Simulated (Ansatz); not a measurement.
# V (omega (AlB2-type)): energy against volume

Level of theory: Ansatz 0.2.0, DFT, r2SCAN, plane waves (500 eV) with PAW, scalar-relativistic. (PAW data from PBE, frozen cores regenerated.)

The cell is scaled uniformly from the relaxed one, with fractional coordinates and shape fixed. Energies are extrapolated to zero smearing, pressures are those at the given smearing. Magnetic state: spin not included.

A Birch-Murnaghan fit gives V₀ = 13.44 Å³/atom, B₀ = 185 GPa, B₀′ = 3.8.

Task: What are the energy above the minimum and the pressure at 11.859 Å³/atom?

Result: 130.6 meV/atom and 29.66 GPa as computed.

Task: What are the energy above the minimum and the pressure at 12.398 Å³/atom?

Result: 52.8 meV/atom and 17.72 GPa as computed.

Task: What are the energy above the minimum and the pressure at 15.094 Å³/atom?

Result: 97.7 meV/atom and -17.02 GPa as computed.
